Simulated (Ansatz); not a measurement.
**Bi2Te3: gradients before and after relaxing the atoms**

Start: a COD entry.

```cif
data_structure
_symmetry_space_group_name_H-M 'P 1'
_symmetry_Int_Tables_number 1
_cell_length_a 10.4763
_cell_length_b 10.4763
_cell_length_c 10.4763
_cell_angle_alpha 24.166
_cell_angle_beta 24.166
_cell_angle_gamma 24.166
_cell_volume 169.36
loop_
_atom_site_label
_atom_site_type_symbol
_atom_site_fract_x
_atom_site_fract_y
_atom_site_fract_z
_atom_site_occupancy
Bi1 Bi 0.40000 0.40000 0.40000 1
Bi2 Bi 0.60000 0.60000 0.60000 1
Te3 Te 0.00000 0.00000 0.00000 1
Te4 Te 0.20950 0.20950 0.20950 1
Te5 Te 0.79050 0.79050 0.79050 1
```

Sites (sets of like atoms) are named by element and the number of their first atom in this list.

Computed with Ansatz: DFT, PBE, plane waves and PAW, scalar-relativistic, 420 eV cutoff, Γ-centred 12×12×12 k-points, Fermi–Dirac smearing 0.02 eV.

The largest force at the start is 0.050 eV/Å. Relaxing the ions at fixed cell moves them by 0.009 Å at most (atom 4, Te) and 0.006 Å rms.

```json
{"site": "Bi", "atom": "1", "moved (Å)": "0.001", "first shell before": "6 Te at 3.07–3.25 Å", "first shell after": "6 Te at 3.07–3.25 Å", "V_zz before (10²¹ V/m²)": "3.03", "η before": "0.00"}
{"site": "Te3", "atom": "3", "moved (Å)": "0.000", "first shell before": "6 Bi at 3.25 Å", "first shell after": "6 Bi at 3.25 Å", "V_zz before (10²¹ V/m²)": "9.93", "η before": "0.00"}
{"site": "Te4", "atom": "4", "moved (Å)": "0.009", "first shell before": "3 Bi at 3.07 Å, 3 Te at 3.64 Å", "first shell after": "3 Bi at 3.07 Å, 3 Te at 3.65 Å", "V_zz before (10²¹ V/m²)": "0.31", "η before": "0.00"}
```

(1) What are V_zz and η after the relaxation?

Results:

(1) 

```csv
site,atom,V_zz after,η after,change of V_zz
Bi,1,2.91,0.00,-0.12
Te3,3,9.92,0.00,-0.01
Te4,4,-0.19,0.00,-0.50
```

The largest change of V_zz is on Te4, from 0.31 to -0.19. In per cent, |V_zz| changes by -4 on Bi, 0 on Te (all sites that start above 0.5). V_zz changes sign on Te4 (same axis).

Spin–orbit coupling is left out, which shifts gradients on Bi by a few per cent in wide-gap crystals, and can shift them far more where the calculated gap is small or absent, as here. With a gap of 0.3 eV on this mesh, the gradients can still move by some per cent as the k-mesh gets denser.
